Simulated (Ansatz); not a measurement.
## Straining NiAsRh

The calculation used Ansatz 0.2.0, DFT PBEsol, scalar-relativistic, plane waves, PAW. Run with 420 eV cutoff, 10×10×6 k-mesh, Gaussian smearing of 0.10 eV, no spin polarisation.

Reference structure (relaxed):

```
Ni As Rh
1.0
     3.55802    0.00000    0.00000
     0.00000    3.55802    0.00000
     0.00000    0.00000    6.10311
Ni As Rh
2 2 2
Direct
  0.00000 0.00000 0.00000
  0.50000 0.50000 0.00000
  0.00000 0.50000 0.25166
  0.50000 0.00000 0.74834
  0.00000 0.50000 0.63831
  0.50000 0.00000 0.36169
```

Deformation: uniaxial strain along a, with the lengths of b and c and the atoms relaxed and the angles held, all within the symmetry that the strain leaves. Energies are extrapolated to zero smearing.

(1) Give the structure at +4.5 %.

Answers

(1)
```
Ni As Rh
1.0
     3.71813    0.00000    0.00000
     0.00000    3.47694    0.00000
     0.00000    0.00000    6.05769
Ni As Rh
2 2 2
Direct
  0.00000 0.00000 0.99708
  0.50000 0.50000 0.00292
  0.00000 0.50000 0.25087
  0.50000 0.00000 0.74913
  0.00000 0.50000 0.63881
  0.50000 0.00000 0.36119
```
Space group Pmmn (59), 12.0 meV/atom over the relaxed crystal.

Cost: 7 runs of about 22 core-minutes in all, on Arm Neoverse V2 (shared hosts).